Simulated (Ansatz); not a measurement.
## Calculated ²⁷Al NMR of the central transition for CaAl2Si6O16

Cell: a Materials Project structure (computed, not necessarily an observed phase).

```yaml
crystal:
  lattice:
    - [4.98720, 0.00000, 0.00000]
    - [0.25956, 8.58222, 0.00000]
    - [0.11702, 0.11266, 8.80612]
  atoms:
    - { symbol: Ca, position: [0.83211, 0.96125, 0.50790] }
    - { symbol: Al, position: [0.60810, 0.67025, 0.68413] }
    - { symbol: Al, position: [0.85197, 0.82599, 0.18487] }
    - { symbol: Si, position: [0.89904, 0.19657, 0.17589] }
    - { symbol: Si, position: [0.59544, 0.30383, 0.66393] }
    - { symbol: Si, position: [0.41434, 0.33213, 0.33609] }
    - { symbol: Si, position: [0.09940, 0.16476, 0.82780] }
    - { symbol: Si, position: [0.36403, 0.69854, 0.35729] }
    - { symbol: Si, position: [0.11418, 0.80947, 0.84281] }
    - { symbol: O, position: [0.98563, 0.80295, 0.00879] }
    - { symbol: O, position: [0.50168, 0.76714, 0.51158] }
    - { symbol: O, position: [0.33542, 0.28260, 0.77689] }
    - { symbol: O, position: [0.15735, 0.23684, 0.28000] }
    - { symbol: O, position: [0.22415, 0.98964, 0.80722] }
    - { symbol: O, position: [0.32569, 0.50857, 0.37907] }
    - { symbol: O, position: [0.79837, 0.02776, 0.23449] }
    - { symbol: O, position: [0.70392, 0.47542, 0.66053] }
    - { symbol: O, position: [0.84391, 0.17628, 0.70687] }
    - { symbol: O, position: [0.65619, 0.32527, 0.20911] }
    - { symbol: O, position: [0.51976, 0.23729, 0.49262] }
    - { symbol: O, position: [0.98384, 0.20515, 0.99636] }
    - { symbol: O, position: [0.06619, 0.78288, 0.34323] }
    - { symbol: O, position: [0.35876, 0.68716, 0.82000] }
    - { symbol: O, position: [0.55215, 0.73326, 0.21268] }
    - { symbol: O, position: [0.88337, 0.79185, 0.71174] }
```

Atoms are numbered from 1 in the order listed; like atoms form one site, named after its first atom.

The numbers come from a DFT calculation in Ansatz (PBE, plane waves and PAW, scalar-relativistic, 420 eV cutoff, Γ-centred 5×3×3 k-points, Fermi–Dirac smearing 0.02 eV).

²⁷Al has I = 5/2 and Q = 146.6 mb (Pyykkö 2018); at 21.1 T its Larmor frequency is ν₀ = 234.3 MHz. Only the quadrupole interaction is simulated: positions count from each site's isotropic chemical shift, and J coupling is left out, as are shift anisotropy and dipolar coupling, which fast spinning averages.

(1) What does the ²⁷Al spectrum (fast magic-angle spinning) show for each site?

Results:

(1) 

```tsv
site	first shell	C_Q (MHz)	η	P_Q (MHz)	δ_QIS (ppm)	breadth (kHz)
Al2	4 O at 1.72–1.80 Å	7.26	0.52	7.58	-6.29	3.42
Al3	4 O at 1.69–1.80 Å	9.08	0.81	10.0	-11.0	5.84
```

δ_QIS = −(ν_Q²/30ν₀²)[I(I+1) − 3/4](1 + η²/3) × 10⁶ ppm with ν_Q = 3|C_Q|/[2I(2I−1)]; it falls as 1/B₀² in ppm, and the breadth as 1/B₀ in kHz.
